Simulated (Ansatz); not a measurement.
What DFT gives for CsAg5TeS2

```
Cs Te Ag S
1.0
     6.60738   -0.75857    0.29601
     0.34621    5.98175    0.23070
    -0.80777   -0.35558    5.86083
Cs Te Ag S
1 1 5 2
Direct
  0.17129 0.03843 0.95447
  0.78183 0.51643 0.10860
  0.94721 0.85468 0.43293
  0.16630 0.49158 0.59826
  0.48105 0.82513 0.50266
  0.67198 0.97801 0.08132
  0.49546 0.31226 0.38073
  0.74233 0.14787 0.68959
  0.39254 0.54937 0.98888
```

The numbers come from plane-wave PAW DFT (Ansatz): r2SCAN, no spin polarisation, 500 eV, 3×3×3 (shifted by 0.5, 0, 0 steps) k points, fermi-dirac occupations (width 0.1 eV). Nothing was relaxed.

(1) What is the formation energy?

(2) Which atom feels the largest force, and which way?

(3) Metal or insulator?

(4) What do density and ELF say about some of the short contacts?

(5) What does the stress say?

Origin: a disordered cell, so it need not be a known compound. Caveats: the k mesh is coarse if the cell is a metal.

## Answers

(1) 0.10 eV an atom against the elements' usual phases (free molecules for gases, crystals otherwise, with no correction for O₂ or N₂), so at this geometry it isn't bound against them. Relaxing would lower it.

(2) The largest is on S8: 1.44 eV/Å, components (-0.66, -0.81, -0.99). It makes 64° with the line to a nearest neighbour, Ag7 at 2.61 Å.

(3) It is a metal, with about 1.2 states/eV a cell as the mean within 0.25 eV of the Fermi level, mostly Ag s (31 %), S p (26 %) and Te p (18 %).

(4) Ag–S at 2.61 Å: least valence density 0.35 e/Å³ and ELF 0.27 there. Te–S at 2.65 Å: least valence density 0.41 e/Å³ and ELF 0.53 there. Ag–Ag at 2.80 Å: least valence density 0.24 e/Å³ and ELF 0.15 there. These are pseudo-fields; inside the PAW spheres they differ from the all-electron ones.

(5) The pressure is -1.7 GPa (compression positive), so with the atoms held at these fractions the cell would first shrink; the forces are large, so a full relaxation may end otherwise. The principal stresses -2.6, -1.5, -0.9 GPa differ, so its shape would change too.
